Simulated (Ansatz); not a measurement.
Ta:
```yaml
crystal:
  lattice:
    - [0.00000, 3.02750, 3.02750]
    - [3.02750, 0.00000, 3.02750]
    - [3.02750, 3.02750, 0.00000]
  atoms:
    - { symbol: Ta, position: [0.00000, 0.00000, 0.00000] }
    - { symbol: Ta, position: [0.25000, 0.25000, 0.25000] }
```

This is the r²SCAN-relaxed structure.

**Question.** All from r²SCAN in the plane-wave PAW code Ansatz, unless another level is named. Predict the density of states at the Fermi level.

**Answer.** 1.5 states/eV per atom (mean over ±0.08 eV).

**Question.** Predict the gap with spin–orbit coupling.

**Answer.** none (metallic).

Space group Fd-3m (diamond). The start of the workflow was typed in or built on a structure type; neither database checked (COD, Materials Project) lists it. It is not the phase usual at ambient conditions (space group No. 229). The r²SCAN relaxation kept the symmetry of its start; its stability against distortions is not shown here. No spin polarisation was allowed. Spin–orbit coupling is left out wherever it is not named.

Potentials: the later of the program's two PAW sets.
